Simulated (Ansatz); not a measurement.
ZnS:
```
ZnS
1.0
    3.74345     0.00000     0.00000
   -1.87172     3.24192     0.00000
    0.00000     0.00000    24.49096
Zn S
8 8
Direct
  0.00000   0.00000   0.00006
  0.00000   0.00000   0.50006
  0.33333   0.66667   0.12496
  0.66667   0.33333   0.62496
  0.33333   0.66667   0.37520
  0.66667   0.33333   0.87520
  0.33333   0.66667   0.75003
  0.66667   0.33333   0.25003
  0.00000   0.00000   0.09370
  0.00000   0.00000   0.59370
  0.33333   0.66667   0.21858
  0.66667   0.33333   0.71858
  0.33333   0.66667   0.46880
  0.66667   0.33333   0.96880
  0.33333   0.66667   0.84387
  0.66667   0.33333   0.34387
```

This is the LDA-relaxed structure. x, y and z are the axes in which the lattice vectors are written.

All from LDA (plane waves, PAW; program Ansatz), unless another level is named. Give the bulk modulus (Birch–Murnaghan fit).

86.3 GPa.

Give the piezoelectric stress constants (proper, relaxed ions, C/m²).

e15 = e24 = -0.09, e31 = e32 = -0.11, e33 = 0.18.

Space group P6_3mc. The workflow started from an entry of the Crystallography Open Database (COD). Its sites differ from those of the usual phase in this space group: another stacking or structure type. The LDA relaxation kept the symmetry of its start; its stability against distortions is not shown here. Signs of piezoelectric constants follow the polarity of the cell as given.

Potentials: the later of the program's two PAW sets.
